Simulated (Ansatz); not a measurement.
ZnCu2SnS4 in space group I-4 (No. 82; Pearson symbol tI16), the program Ansatz at the PBEsol level (PAW). The conduction-band minimum lies at Γ, with 1 equivalent valley. Second derivatives d²E/dk² of the lowest band at one valley (eV·Å²), along Cartesian directions:

| direction | d²E/dk² |
|---|---|
| [100] | 205.0 |
| [010] | 205.0 |
| [001] | 268.1 |
| [110] | 205.0 |
| [101] | 236.6 |
| [011] | 236.6 |

### Question
Find the principal effective masses, the density-of-states mass and the conductivity mass.

### Answer
Off-diagonal terms follow from H_xy = H[110] − (H_xx + H_yy)/2, and m*/mₑ = 7.620 eV·Å² over each eigenvalue: 0.028, 0.037, 0.037. One valley's DOS mass (m₁m₂m₃)^(1/3) = 0.034, conductivity mass 3/(Σ 1/mᵢ) = 0.034 mₑ.

### Question
What effective density of states Nc follows at 300 K for parabolic valleys?

### Answer
Nc = 2.509e19 × 1 × (0.034)^(3/2) ≈ 1.6e17 cm⁻³.

Symmetry was held in the PBEsol relaxation. The run is not spin-polarised. Spin–orbit coupling is left out wherever it is not named.

Potentials: the later of the program's two PAW sets.

Edges and masses are those of Kohn–Sham bands, whose gap is no quasiparticle gap.
